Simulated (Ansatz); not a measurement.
A 12-atom cell of ZrSi₃O₈ built on the anatase structure (relaxed group Cm): a single-point calculation in Ansatz 0.2.0 (PBE0). The geometry is the r2SCAN minimum.

```yaml
crystal:
  lattice:
    - [4.8386749334, -1.8110614523, 0.0222727493]
    - [4.8386749334, 1.8110614523, 0.0222727493]
    - [-2.5636636763, 0.0, 6.7938350381]
  atoms:
    - { symbol: Zr, position: [-0.0075633753, -0.0075633753, 0.0079040027] }
    - { symbol: Si, position: [0.2665602671, 0.2665602671, 0.3842614597] }
    - { symbol: O, position: [0.4630437768, 0.4630437768, 0.4809643117] }
    - { symbol: O, position: [0.2237154203, 0.2237154203, 0.1157254519] }
    - { symbol: O, position: [0.0653629192, 0.0653629192, 0.3021325843] }
    - { symbol: O, position: [0.8110382692, 0.8110382692, 0.4047237218] }
    - { symbol: Si, position: [0.0111306661, 0.0111306661, 0.5060425243] }
    - { symbol: Si, position: [0.2337541163, 0.2337541163, 0.8584982718] }
    - { symbol: O, position: [0.4196695528, 0.4196695528, 0.9459733326] }
    - { symbol: O, position: [0.2135380568, 0.2135380568, 0.6059017059] }
    - { symbol: O, position: [0.0444622306, 0.0444622306, 0.7573899889] }
    - { symbol: O, position: [0.7552881002, 0.7552881002, 0.8804826446] }
kpoints:
  mp_grid: { grid: [4, 4, 2] }
  band_path:
    path:
      - [0.0, 0.0, 0.0]
      - [-0.2898714515, 0.2898714515, 0.0]
      - [0.2898714515, 0.7101285485, 0.0]
      - [0.5, 0.5, 0.0]
      - [0.5, 0.5, -0.5]
      - [0.2713402609, 0.7286597391, -0.5]
      - [-0.2713402609, 0.2713402609, -0.5]
      - [0.0, 0.0, -0.5]
      - [0.0, 0.5, -0.5]
      - [0.239583, -0.25, 0.0]
      - [0.416667, -0.421875, -0.5]
      - [-0.2608843063, 0.2608843063, 0.0]
    npoints: 1
hamiltonian:
  xc: pbe0
scf:
  occupations: { method: fixed }
  n_extra_bands: 7
output:
  forces: true
  stress: true
  eigenvalues: true
```

Some lines of the output have been replaced by numbered gaps.
```
Pseudopotential: Zr, paw, valence charge 12, recommended cutoff 420 eV (normal)
Pseudopotential: Si, paw, valence charge 4, recommended cutoff 420 eV (normal)
Pseudopotential: O, paw, valence charge 6, recommended cutoff 420 eV (normal)
Functional definition: PBE0
Crystal: 12 atoms, lattice volume = 119.277 Å³
[1]
Bands: 43, of which v1, the nominal top of the filled ones, is band 36 counted from 1 (35 counted from 0)
Symmetry: 2 space group operations
Space group: Cm (ITA 8)
k-points: 14 of 32 (time reversal used)
Exchange kernel: α = 0.2500, full range, Wigner–Seitz truncation, v(0) = 8354.1355 eV·Å³, q-mesh 4×4×2
hybrid outer 1: dexx = +4.436e-2 eV, tail = 5.88e-5 eV
hybrid outer 2: dexx = +1.406e-6 eV, tail = 3.28e-8 eV, Δε = 2.39e-3 eV, ΔF = 8.55e-3 eV/Å
hybrid SCF converged: 2 outer / 12 inner (+3 warm-up)
Free energy (F): -10646.325740 eV
[2]
--- Per-component energies (eV) ---
  E_band       = -289.766498
  E_kinetic    = 1913.271324
  E_local      = -3733.516607
  E_nonlocal   = 512.271013
  E_hartree    = 1331.789366
  E_xc         = -717.350067
  E_vxc        = -850.162786
  E_exx        = -239.068679
  E_paw        = -5736.473686
  E_vpaw       = -317.094290
  E_ewald      = -3976.514277
  E_core_change = -0.754312
--- Forces (eV/Å), atoms counted from 1 ---
[3]
--- Stress (GPa, compression-positive) ---
       -2.034201       0.000000      -0.322317
        0.000000      -1.483418       0.000000
       -0.322317       0.000000      -1.696324
  P = ⅓ Tr σ = -1.7380 GPa (-17.380 kbar)
--- Band table (eV; the first three rows and the last of 14) ---
[4]
```

The rows of the band table are 0: (0, 0, 0) = Γ, 1: (0, 0, -1/2) = A, 2: (0, 1/4, 0), 13: (-1/2, -1/2, -1/2) = M₂.

**Question.** What stood in the gaps? They hold the Fermi energy and the band table, the forces, cutoff and plane waves at Γ.

**Answer.**
```
[1]
Basis set: ecut = 420 eV, 2321 PW (Γ)
[2]
Fermi energy:    6.778036 eV
[3]
  atom   1  Zr    -0.01139      0.00000    -0.05461
  atom   2  Si      0.02298      0.00000      0.02882
  atom   3  O     -0.10605      0.00000    -0.05393
  atom   4  O     -0.17702      0.00000    -0.03193
  atom   5  O       0.06902      0.00000    -0.05835
  atom   6  O       0.08074      0.00000      0.02897
  atom   7  Si      0.02102      0.00000      0.01254
  atom   8  Si      0.00095      0.00000    -0.03766
  atom   9  O       0.02790      0.00000      0.06928
  atom  10  O     -0.10911      0.00000    -0.06796
  atom  11  O       0.04410      0.00000      0.09190
  atom  12  O       0.13684      0.00000      0.07285
[4]
  k-point 0: bands = […, 4.9462, 5.1252, 5.3704, 5.7734, 5.9406, 6.0476, 13.5731, 13.9021, 14.6516, 16.7371, …]
  k-point 1: bands = […, 5.0439, 5.3797, 5.4391, 5.5178, 5.6277, 6.0628, 13.6612, 14.1725, 15.1728, 16.1809, …]
  k-point 2: bands = […, 4.8722, 5.1682, 5.4522, 5.5336, 5.8881, 6.4619, 13.8722, 14.5579, 14.7335, 15.8850, …]
  k-point 13: bands = […, 5.2206, 5.2940, 5.5135, 5.6580, 5.7908, 6.0128, 13.5449, 13.5718, 15.8992, 16.4181, …]
```
Only the leading digits can be foreseen; the rest is this run's record.

The PBE0 gap is indirect, 6.52 eV (k = (0.240, -1/4, 0) to D), below the direct gap of 6.57 eV at Γ–C (0.90 of the way from Γ). Edges are sought over the mesh and the listed points. The mean pressure at these positions is -1.7 GPa, compression counted positive. (The program warns that its thresholds are loose for a hybrid's stress.) The largest force is 0.18 eV/Å.

It took 70 s on 1 × NVIDIA H100 80GB HBM3 with 2 threads of AMD EPYC 7R13 Processor (Zen 3), with other jobs on the host, load about 1.8 per core; peak host memory 2.3 GiB.

Note: simulated data, non-magnetic, for a generated structure that need not be the stable one.

Spin-orbit coupling is left out.

The meshes of the hybrids are coarse, so their gaps aren't converged to the digits shown.
